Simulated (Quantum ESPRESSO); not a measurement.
# ZnAl2F7Cl: one run as intended and one with a planted mistake

A calculation, not a measurement. The program is pw.x of Quantum ESPRESSO 7.5 (plane-wave density functional theory). The cell is made up: 11 atoms on a rutile lattice with one site empty, with randomly drawn elements, strain and displacements, not relaxed. PseudoDojo standard norm-conserving files (v0.5 for PBE, v0.4.1 for LDA and PBEsol) set the functional; there is no spin polarisation, spin-orbit coupling or dispersion term, and the masses in the input are unused placeholders.

Intended input:

```
&control calculation='scf', pseudo_dir='./dojo.nc.sr.pbe.v0_5.standard.upf', outdir='./o', disk_io='medium', tprnfor=.true., tstress=.true. /
&system ibrav=0, nat=11, ntyp=4, nbnd=47, ecutwfc=84.00895049, nosym=.true., tot_charge=0,
 occupations='smearing', smearing='fd', degauss=0.0018374661
/
&electrons conv_thr=7.350e-09, electron_maxstep=60, /
ATOMIC_SPECIES
Al 1.0 Al.upf
Cl 1.0 Cl.upf
F 1.0 F.upf
Zn 1.0 Zn.upf
CELL_PARAMETERS angstrom
4.678 0.0 0.0
0.0 4.678 0.0
0.0 0.0 6.2373
ATOMIC_POSITIONS angstrom
Zn -0.0019 -0.0117 -0.0129
Al 2.3524 2.3405 1.4208
Al 0.0137 0.021 3.1561
F 1.4256 1.3787 -0.0313
F 3.2473 3.2878 0.008
F 3.7657 0.9194 1.6031
F 0.8294 3.7563 1.6011
F 1.433 1.4339 3.1101
F 3.2994 3.2217 3.0807
F 3.7884 0.9183 4.6476
Cl 0.8909 3.7502 4.6769
K_POINTS automatic
5 5 4 1 1 1
```

The log is shortened where brackets say so; the opening notice, blank lines, dates and the lines on written files are dropped, and the path of the files is cut. It prints rydbergs, bohrs and kilobars, and counts compression as positive stress. Where no state is partly filled, the Fermi energy that it prints is only some level between the filled and the empty states on the mesh, and need not lie in the true gap.

Log of the intended run:

```
     Program PWSCF v.7.5
     Parallel version (MPI & OpenMP), running on       1 processor cores
     Number of MPI processes:                 1
     Threads/MPI process:                     1
     [start-up lines left out]
     bravais-lattice index     =            0
     lattice parameter (alat)  =       8.8401  a.u.
     unit-cell volume          =     921.1146 (a.u.)^3
     number of atoms/cell      =           11
     number of atomic types    =            4
     number of electrons       =        82.00
     number of Kohn-Sham states=           47
     kinetic-energy cutoff     =      84.0090  Ry
     charge density cutoff     =     336.0358  Ry
     scf convergence threshold =      7.3E-09
     mixing beta               =       0.7000
     number of iterations used =            8  plain     mixing
     Exchange-correlation= PBE
                           (   1   4   3   4   0   0   0)
     [axes and pseudopotential details left out]
   Cartesian axes
     site n.     atom                  positions (alat units)
         1        Zn     tau(   1) = (  -0.0004062  -0.0025011  -0.0027576  )
         2        Al     tau(   2) = (   0.5028645   0.5003206   0.3037195  )
         3        Al     tau(   3) = (   0.0029286   0.0044891   0.6746687  )
         4        F      tau(   4) = (   0.3047456   0.2947200  -0.0066909  )
         5        F      tau(   5) = (   0.6941642   0.7028217   0.0017101  )
         6        F      tau(   6) = (   0.8049808   0.1965370   0.3426892  )
         7        F      tau(   7) = (   0.1772980   0.8029714   0.3422617  )
         8        F      tau(   8) = (   0.3063275   0.3065199   0.6648354  )
         9        F      tau(   9) = (   0.7053014   0.6886917   0.6585507  )
        10        F      tau(  10) = (   0.8098333   0.1963018   0.9935015  )
        11        Cl     tau(  11) = (   0.1904446   0.8016674   0.9997649  )
     number of k points=    50  Fermi-Dirac smearing, width (Ry)=  0.0018
                       cart. coord. in units 2pi/alat
        k(    1) = (   0.1000000   0.1000000   0.0937505), wk =   0.0400000
        k(    2) = (   0.1000000   0.1000000   0.2812515), wk =   0.0400000
     [further k points left out]
     Dense  grid:    95809 G-vectors     FFT dimensions: (  54,  54,  72)
     Estimated max dynamical RAM per process >     142.17 MB
     Initial potential from superposition of free atoms
     starting charge      81.9949, renormalised to      82.0000
     Starting wfcs are   50 randomized atomic wfcs
     total cpu time spent up to now is       14.5 secs
     per-process dynamical memory:   107.5 Mb
     Self-consistent Calculation
     iteration #  1     ecut=    84.01 Ry     beta= 0.70
     Davidson diagonalization with overlap
     ethr =  1.00E-02,  avg # of iterations =  4.0
     total cpu time spent up to now is       48.1 secs
     total energy              =    -805.63667066 Ry
     estimated scf accuracy    <       1.26757290 Ry
     iteration #  2     ecut=    84.01 Ry     beta= 0.70
     Davidson diagonalization with overlap
     ethr =  1.55E-03,  avg # of iterations =  2.0
     total cpu time spent up to now is       82.9 secs
     total energy              =    -805.95397300 Ry
     estimated scf accuracy    <       1.12273499 Ry
     [iterations 3 to 8 left out]
     iteration #  9     ecut=    84.01 Ry     beta= 0.70
     Davidson diagonalization with overlap
     ethr =  6.07E-10,  avg # of iterations =  2.0
     total cpu time spent up to now is      358.0 secs
     total energy              =    -806.18865594 Ry
     estimated scf accuracy    <       0.00000004 Ry
     iteration # 10     ecut=    84.01 Ry     beta= 0.70
     Davidson diagonalization with overlap
     ethr =  4.62E-11,  avg # of iterations =  2.2
     total cpu time spent up to now is      391.8 secs
     End of self-consistent calculation
     [lines on levels left out]
     the Fermi energy is     5.9505 ev
!    total energy              =    -806.18865595 Ry
     estimated scf accuracy    <          2.9E-09 Ry
     smearing contrib. (-TS)   =       0.00000000 Ry
     internal energy E=F+TS    =    -806.18865595 Ry
     The total energy is F=E-TS. E is the sum of the following terms:
     one-electron contribution =    -593.76629032 Ry
     hartree contribution      =     337.52032907 Ry
     xc contribution           =    -136.09305546 Ry
     ewald contribution        =    -413.84963925 Ry
     convergence has been achieved in  10 iterations
     Forces acting on atoms (cartesian axes, Ry/au):
     atom    1 type  4   force =    -0.06681348    0.07407571    0.03517656
     atom    2 type  1   force =     0.00211263   -0.00317523    0.00225684
     atom    3 type  1   force =    -0.08656098    0.08661191   -0.02867700
     atom    4 type  3   force =     0.04877028    0.05783961    0.11373608
     atom    5 type  3   force =    -0.05645596   -0.05105909    0.10527524
     atom    6 type  3   force =    -0.02167352    0.02220137    0.03575486
     atom    7 type  3   force =     0.03991733   -0.02406952    0.04603644
     atom    8 type  3   force =    -0.02364108   -0.02302758   -0.10176836
     atom    9 type  3   force =     0.00279876    0.02666173   -0.09793346
     atom   10 type  3   force =    -0.00038898   -0.00117736   -0.07065999
     atom   11 type  2   force =     0.16193501   -0.16488156   -0.03919720
     Total force =     0.388318     Total SCF correction =     0.000142
     Computing stress (Cartesian axis) and pressure
          total   stress  (Ry/bohr**3)                   (kbar)     P=      -10.01
   0.00003297  -0.00054215   0.00004624            4.85      -79.75        6.80
  -0.00054215   0.00003381  -0.00010082          -79.75        4.97      -14.83
   0.00004624  -0.00010082  -0.00027090            6.80      -14.83      -39.85
     init_run     :     14.12s CPU     14.40s WALL (       1 calls)
     electrons    :    362.83s CPU    377.26s WALL (       1 calls)
     forces       :      6.36s CPU      6.43s WALL (       1 calls)
     stress       :     22.28s CPU     22.37s WALL (       1 calls)
     [timing details left out]
     PWSCF        :   6m45.85s CPU   7m 1.06s WALL
     JOB DONE.
```

A second run has one planted mistake: the cell and the positions are scaled by a wrong factor. The input lines that differ, file-writing options aside:

```
- 4.678 0.0 0.0
+ 4.7243 0.0 0.0
- 0.0 4.678 0.0
+ 0.0 4.7243 0.0
- 0.0 0.0 6.2373
+ 0.0 0.0 6.299
- Zn -0.0019 -0.0117 -0.0129
+ Zn -0.0019 -0.0118 -0.013
- Al 2.3524 2.3405 1.4208
+ Al 2.3757 2.3637 1.4349
- Al 0.0137 0.021 3.1561
+ Al 0.0138 0.0212 3.1873
- F 1.4256 1.3787 -0.0313
+ F 1.4397 1.3923 -0.0316
- F 3.2473 3.2878 0.008
+ F 3.2794 3.3203 0.0081
- F 3.7657 0.9194 1.6031
+ F 3.803 0.9285 1.619
- F 0.8294 3.7563 1.6011
+ F 0.8376 3.7935 1.617
- F 1.433 1.4339 3.1101
+ F 1.4472 1.4481 3.1409
- F 3.2994 3.2217 3.0807
+ F 3.3321 3.2536 3.1112
- F 3.7884 0.9183 4.6476
+ F 3.8259 0.9274 4.6936
- Cl 0.8909 3.7502 4.6769
+ Cl 0.8997 3.7873 4.7232
```

Its log:

```
     Program PWSCF v.7.5
     Parallel version (MPI & OpenMP), running on       4 processor cores
     Number of MPI processes:                 4
     Threads/MPI process:                     1
     [start-up lines left out]
     bravais-lattice index     =            0
     lattice parameter (alat)  =       8.9276  a.u.
     unit-cell volume          =     948.7311 (a.u.)^3
     number of atoms/cell      =           11
     number of atomic types    =            4
     number of electrons       =        82.00
     number of Kohn-Sham states=           47
     kinetic-energy cutoff     =      84.0090  Ry
     charge density cutoff     =     336.0358  Ry
     scf convergence threshold =      7.3E-09
     mixing beta               =       0.7000
     number of iterations used =            8  plain     mixing
     Exchange-correlation= PBE
                           (   1   4   3   4   0   0   0)
     [axes and pseudopotential details left out]
   Cartesian axes
     site n.     atom                  positions (alat units)
         1        Zn     tau(   1) = (  -0.0004022  -0.0024977  -0.0027517  )
         2        Al     tau(   2) = (   0.5028681   0.5003281   0.3037275  )
         3        Al     tau(   3) = (   0.0029211   0.0044874   0.6746608  )
         4        F      tau(   4) = (   0.3047436   0.2947103  -0.0066888  )
         5        F      tau(   5) = (   0.6941557   0.7028131   0.0017145  )
         6        F      tau(   6) = (   0.8049870   0.1965371   0.3426963  )
         7        F      tau(   7) = (   0.1772961   0.8029761   0.3422729  )
         8        F      tau(   8) = (   0.3063311   0.3065216   0.6648392  )
         9        F      tau(   9) = (   0.7053108   0.6886946   0.6585526  )
        10        F      tau(  10) = (   0.8098343   0.1963042   0.9935017  )
        11        Cl     tau(  11) = (   0.1904409   0.8016637   0.9997672  )
     number of k points=    50  Fermi-Dirac smearing, width (Ry)=  0.0018
                       cart. coord. in units 2pi/alat
        k(    1) = (   0.1000000   0.1000000   0.0937510), wk =   0.0400000
        k(    2) = (   0.1000000   0.1000000   0.2812530), wk =   0.0400000
     [further k points left out]
     Dense  grid:    98805 G-vectors     FFT dimensions: (  54,  54,  72)
     Estimated max dynamical RAM per process >     260.88 MB
     Estimated total dynamical RAM >     971.15 MB
     Initial potential from superposition of free atoms
     starting charge      81.9949, renormalised to      82.0000
     Starting wfcs are   50 randomized atomic wfcs
     total cpu time spent up to now is        3.5 secs
     per-process dynamical memory:   207.6 Mb
     Self-consistent Calculation
     iteration #  1     ecut=    84.01 Ry     beta= 0.70
     Davidson diagonalization with overlap
     ethr =  1.00E-02,  avg # of iterations =  3.8
     total cpu time spent up to now is       10.9 secs
     total energy              =    -805.61216560 Ry
     estimated scf accuracy    <       1.30134876 Ry
     iteration #  2     ecut=    84.01 Ry     beta= 0.70
     Davidson diagonalization with overlap
     ethr =  1.59E-03,  avg # of iterations =  2.0
     total cpu time spent up to now is       18.5 secs
     total energy              =    -805.92890772 Ry
     estimated scf accuracy    <       1.22003881 Ry
     [iterations 3 to 8 left out]
     iteration #  9     ecut=    84.01 Ry     beta= 0.70
     Davidson diagonalization with overlap
     ethr =  7.30E-10,  avg # of iterations =  2.0
     total cpu time spent up to now is       70.2 secs
     total energy              =    -806.18403796 Ry
     estimated scf accuracy    <       0.00000005 Ry
     iteration # 10     ecut=    84.01 Ry     beta= 0.70
     Davidson diagonalization with overlap
     ethr =  5.58E-11,  avg # of iterations =  2.1
     total cpu time spent up to now is       77.6 secs
     End of self-consistent calculation
     [lines on levels left out]
     the Fermi energy is     5.4390 ev
!    total energy              =    -806.18403798 Ry
     estimated scf accuracy    <          4.2E-09 Ry
     smearing contrib. (-TS)   =       0.00000000 Ry
     internal energy E=F+TS    =    -806.18403798 Ry
     The total energy is F=E-TS. E is the sum of the following terms:
     one-electron contribution =    -600.35442544 Ry
     hartree contribution      =     339.92603133 Ry
     xc contribution           =    -135.96044282 Ry
     ewald contribution        =    -409.79520104 Ry
     convergence has been achieved in  10 iterations
     Forces acting on atoms (cartesian axes, Ry/au):
     atom    1 type  4   force =    -0.06181397    0.06857397    0.02784415
     atom    2 type  1   force =     0.00353869   -0.00342750   -0.00087728
     atom    3 type  1   force =    -0.08060807    0.08053278   -0.01980171
     atom    4 type  3   force =     0.04566663    0.05473064    0.11413830
     atom    5 type  3   force =    -0.05353301   -0.04859226    0.10657593
     atom    6 type  3   force =    -0.01969520    0.02021155    0.03415836
     atom    7 type  3   force =     0.03636903   -0.02058044    0.04380444
     atom    8 type  3   force =    -0.02485057   -0.02395513   -0.10089540
     atom    9 type  3   force =     0.00415519    0.02729996   -0.09745154
     atom   10 type  3   force =     0.00641861   -0.00799666   -0.06880999
     atom   11 type  2   force =     0.14435268   -0.14679691   -0.03868527
     Total force =     0.365206     Total SCF correction =     0.000165
     Computing stress (Cartesian axis) and pressure
          total   stress  (Ry/bohr**3)                   (kbar)     P=      -38.77
  -0.00014703  -0.00051449   0.00004264          -21.63      -75.68        6.27
  -0.00051449  -0.00015010  -0.00009270          -75.68      -22.08      -13.64
   0.00004264  -0.00009270  -0.00049346            6.27      -13.64      -72.59
     init_run     :      3.27s CPU      3.40s WALL (       1 calls)
     electrons    :     73.40s CPU     74.22s WALL (       1 calls)
     forces       :      1.42s CPU      1.44s WALL (       1 calls)
     stress       :      4.53s CPU      4.53s WALL (       1 calls)
     [timing details left out]
     PWSCF        :   1m22.70s CPU   1m23.74s WALL
     JOB DONE.
```

|  | intended run | run with the mistake |
| --- | --- | --- |
| free energy (eV) | -10968.755 | -10968.693 |
| smearing term -TS (eV) | 0.0000 | 0.0000 |
| pressure (GPa) | -1.00 | -3.88 |
| largest force component (eV/Å) | 4.239 | 3.774 |
| largest change of a force component (eV/Å) |  | 0.465 |
| iterations | 10 | 10 |

For scale, a rerun of the intended cell at 1437 eV and a 7 x 7 x 6 mesh moved values by no more than 0.004 eV in energy, 0.02 GPa in stress and 0.002 eV/Å in force.